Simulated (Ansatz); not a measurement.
SiC with Al replacing Si: gradients before and after relaxing the atoms

Start: a supercell of SiC (space group P6_3mc) built from an entry of the Crystallography Open Database (COD) (the entry's cell lengths or inner coordinates differ somewhat from later room-temperature determinations), with all atoms left at the host's positions.

Space group P3m1 (No. 156); a = 6.1900, c = 15.1700 Å, γ = 120.00°.

```csv
site,Wyckoff,site symmetry,x,y,z
Al,1a,3m.,0.0000,0.0000,0.1250
Si2,3d,.m.,0.0000,0.5000,0.1250
Si5,1a,3m.,0.0000,0.0000,0.6250
Si6,3d,.m.,0.0000,0.5000,0.6250
Si9,3d,.m.,0.1667,0.3333,0.2917
Si11,1c,3m.,0.6667,0.3333,0.2917
Si13,3d,.m.,0.3333,0.1667,0.7917
Si14,1b,3m.,0.3333,0.6667,0.7917
Si17,3d,.m.,0.1667,0.3333,0.9583
Si19,1c,3m.,0.6667,0.3333,0.9583
Si21,3d,.m.,0.3333,0.1667,0.4583
Si22,1b,3m.,0.3333,0.6667,0.4583
C25,1a,3m.,0.0000,0.0000,0.0000
C26,3d,.m.,0.0000,0.5000,0.0000
C29,1a,3m.,0.0000,0.0000,0.5000
C30,3d,.m.,0.0000,0.5000,0.5000
C33,3d,.m.,0.1667,0.3333,0.1667
C35,1c,3m.,0.6667,0.3333,0.1667
C37,3d,.m.,0.3333,0.1667,0.6667
C38,1b,3m.,0.3333,0.6667,0.6667
C41,3d,.m.,0.1667,0.3333,0.8333
C43,1c,3m.,0.6667,0.3333,0.8333
C45,3d,.m.,0.3333,0.1667,0.3333
C46,1b,3m.,0.3333,0.6667,0.3333
```

One atom of each set is listed.

The numbers come from a DFT calculation in Ansatz (PBE, plane waves and PAW, scalar-relativistic, 420 eV cutoff, Γ-centred 4×4×2 k-points, Fermi–Dirac smearing 0.01 eV, cell charge -1).

The largest force at the start is 2.7 eV/Å. Relaxing the ions at fixed cell moves them by 0.104 Å at most (atom 25, C) and 0.026 Å rms.

```json
{"site": "Al", "moved (Å)": "0.003", "first shell before": "4 C at 1.90 Å", "first shell after": "4 C at 1.96–2.00 Å", "V_zz before (10²¹ V/m²)": "0.23", "η before": "0.00"}
{"site": "Si2", "moved (Å)": "0.037", "first shell before": "4 C at 1.90 Å", "first shell after": "4 C at 1.86–1.93 Å", "V_zz before (10²¹ V/m²)": "0.79", "η before": "0.43"}
{"site": "Si9", "moved (Å)": "0.020", "first shell before": "4 C at 1.90 Å", "first shell after": "4 C at 1.85–1.91 Å", "V_zz before (10²¹ V/m²)": "-1.02", "η before": "0.20"}
{"site": "Si13", "moved (Å)": "0.010", "first shell before": "4 C at 1.90 Å", "first shell after": "4 C at 1.89–1.90 Å", "V_zz before (10²¹ V/m²)": "0.49", "η before": "0.13"}
{"site": "Si14", "moved (Å)": "0.011", "first shell before": "4 C at 1.90 Å", "first shell after": "4 C at 1.88–1.90 Å", "V_zz before (10²¹ V/m²)": "0.63", "η before": "0.00"}
{"site": "Si17", "moved (Å)": "0.007", "first shell before": "4 C at 1.90 Å", "first shell after": "4 C at 1.86–1.91 Å", "V_zz before (10²¹ V/m²)": "1.12", "η before": "0.74"}
{"site": "Si19", "moved (Å)": "0.027", "first shell before": "4 C at 1.90 Å", "first shell after": "4 C at 1.89–1.92 Å", "V_zz before (10²¹ V/m²)": "0.88", "η before": "0.00"}
{"site": "C25", "moved (Å)": "0.104", "first shell before": "3 Si at 1.90 Å, 1 Al at 1.90 Å", "first shell after": "3 Si at 1.86 Å, 1 Al at 2.00 Å", "V_zz before (10²¹ V/m²)": "-1.43", "η before": "0.00"}
{"site": "C33", "moved (Å)": "0.063", "first shell before": "3 Si at 1.90 Å, 1 Al at 1.90 Å", "first shell after": "3 Si at 1.85–1.86 Å, 1 Al at 1.96 Å", "V_zz before (10²¹ V/m²)": "-1.87", "η before": "0.28"}
{"site": "C41", "moved (Å)": "0.019", "first shell before": "4 Si at 1.90 Å", "first shell after": "4 Si at 1.88–1.91 Å", "V_zz before (10²¹ V/m²)": "-0.27", "η before": "0.10"}
```

(1) What are V_zz and η after the relaxation?

Results:

(1) 

```csv
site,V_zz after,η after,change of V_zz
Al,0.55,0.00,+0.32
Si2,1.63,0.34,+0.84
Si9,-1.59,0.19,-0.57
Si13,0.64,0.34,+0.15
Si14,0.74,0.00,+0.11
Si17,-1.52,0.90,–
Si19,1.30,0.00,+0.42
C25,-1.03,0.00,+0.40
C33,-1.43,0.29,+0.44
C41,-0.25,0.38,+0.02
```

The largest change of V_zz along a kept axis is on Si2, from 0.79 to 1.63. In per cent, |V_zz| changes by +18 to +106 on Si, -28 to -24 on C (all sites that start above 0.5, bar those whose gradient vanishes or changes sign or whose main axis turns by over 40°). Where |V_zz| stays above 0.1 and the axes keep their order, η moves most on C41, from 0.10 to 0.38. On C45 (not in the table) V_xx and V_yy change places (or their axes turn by over 50°), so the two values of η hide a larger change. V_zz changes sign on C46 (same axis) (not in the table). On Si17, C26 (not all in the table) the largest principal value lies along another axis in the second run, so the two V_zz can't be compared directly. The table leaves out 14 of the 24 sites, with |V_zz| up to 1.13; their tensors move by 0.37 at most along any direction. The statements above cover all sites. The host's own positions weren't relaxed first, so part of the change far from the defect can be the host's relaxation.

The defect repeats with the cell of 48 atoms, so it feels its images: sites between two images don't show the values beside a lone defect, and zeros or small values of η there can come from the images' arrangement. C and Si carry a gradient in the pure host already, so the values there aren't the defect's effect alone. A uniform background compensates the cell's charge.
Before: The neighbours have not yet relaxed around the defect (largest force 2.7 eV/Å), so a real crystal will differ.
After: The relaxation keeps the site symmetry 3m of the start, so the impurity can move only along its axis; a start off the site could end lower.
